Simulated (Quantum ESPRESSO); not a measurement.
## Kohn-Sham bands of CsI (CsCl type)

```xyz
2
Lattice="4.6652 0.0000 0.0000 0.0000 4.6652 0.0000 0.0000 0.0000 4.6652" Properties=species:S:1:pos:R:3 pbc="T T T"
Cs     0.0000     0.0000     0.0000
I      2.3326     2.3326     2.3326
```

Cell from Materials Project (mp-1056920), symmetrised, no further relaxation. COD (Crystallography Open Database) has an entry of this formula and space group (matched by these alone). Level: PBEsol, spinors with spin-orbit coupling; pw.x of Quantum ESPRESSO at 56 Ry with PseudoDojo potentials, 6×6×6 k-points, Wannier90. Density: 8×8×8 mesh, cold smearing 0.01 Ry.

Energies are relative to the valence-band maximum; weights are on the orthonormalised atomic waves of the pseudopotential files, averaged over the group. 16 electrons a cell are treated as valence.

```
bands  from (eV)  to (eV)  filling  weight on atomic waves
-----  ---------  -------  -------  ----------------------
1–2       -20.64   -20.59   filled                     [?]
3–4       -10.82   -10.58   filled                     [?]
5–6        -8.67    -8.50   filled                     [?]
7–10       -7.19    -6.78   filled                     [?]
11–16      -1.95     0.00   filled                     [?]
```

Which atomic shells make up each group?


- 1–2, weight on atomic waves: Cs 5s 98 %
- 3–4, weight on atomic waves: I 5s 93 %, Cs 6s 5 %
- 5–6, weight on atomic waves: Cs 5p 98 %
- 7–10, weight on atomic waves: Cs 5p 98 %
- 11–16, weight on atomic waves: I 5p 94 %

The Kohn-Sham gap over both meshes and the path is 3.29 eV.
